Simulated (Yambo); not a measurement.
How GW settings move the gap: WO₃

G0W0@PBEsol for WO$_{3}$ (ReO3 type, space group Pm-3m, No. 221) in Yambo. Reference settings: 4×4×4 Γ-centred k mesh, bands 2 to 129 and a 10 Ry block in the screening, 129 bands in G with the Bruneval-Gonze terminator, plasmon pole fitted at 27.2 eV. The PBEsol gap R → Γ on this mesh is 0.60 eV; G0W0 gaps are taken between the same points.

```tsv
change from the reference	G0W0 gap R → Γ (eV)	shift of the valence edge (eV)	rough Yambo cost
reference settings	1.47	-0.19	1
81 bands in W, 81 bands in G	1.51	-0.13	within a factor of two
47 bands in G	1.50	-0.21	–
61 bands in W	1.54	-0.07	within a factor of two
4 Ry block	1.44	-0.06	within a factor of two
8 Ry block	1.46	-0.15	within a factor of two
47 bands in G, no terminator	1.45	0.56	–
81 bands in G, no terminator	1.43	0.23	–
no terminator	1.42	0.04	–
```

The reference isn't shown to be the converged limit. Costs are rough (shared machines), scaled to the same edge states, and given only for runs that recompute the screening.

Without spin-orbit coupling, band edges of such heavy elements can be off by tenths of an eV. The cell is held in this high symmetry; tilts and polar distortions were not searched.

Geometry relaxed with PBEsol; primitive cell a = 3.7950 Å, b = 3.7950 Å, c = 3.7950 Å, α = 90.00°, β = 90.00°, γ = 90.00°.

The structure is a Materials Project entry; no match was found in the copy of COD used, and its stability was not checked.

A shift is the quasiparticle energy of the state minus its PBEsol energy.
